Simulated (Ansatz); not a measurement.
C in space group Im-3m (No. 229; C on 12d) at seven volumes, DFT-r²SCAN in the program Ansatz with PAW potentials, scaled uniformly. One row is withheld.

```
V (Å³/atom)  P (GPa)
-----------  -------
6.320          38.56
6.528          23.87
6.736              ?
6.945           0.02
7.153          -9.62
7.361         -18.00
7.570         -25.27
```

Fit the shown pressures and predict the withheld one.

P = (3/2)B₀(x^(7/2) − x^(5/2))[1 + (3/4)(B′ − 4)(x − 1)] with x = (V₀/V)^(2/3). Least squares on the six rows gives V₀ = 6.945 Å³/atom, B₀ = 344 GPa, B′ = 3.68. At V = 6.736, x = 1.0206 and P = 11.12 GPa. The run itself gave 11.10 GPa.

The start of the workflow was typed in or built on a structure type; neither database checked (COD, Materials Project) lists it. It is not the phase usual at ambient conditions (space group No. 194, 227). The r²SCAN relaxation kept the symmetry of its start; its stability against distortions is not shown here.

Potentials: the earlier of the program's two PAW sets.
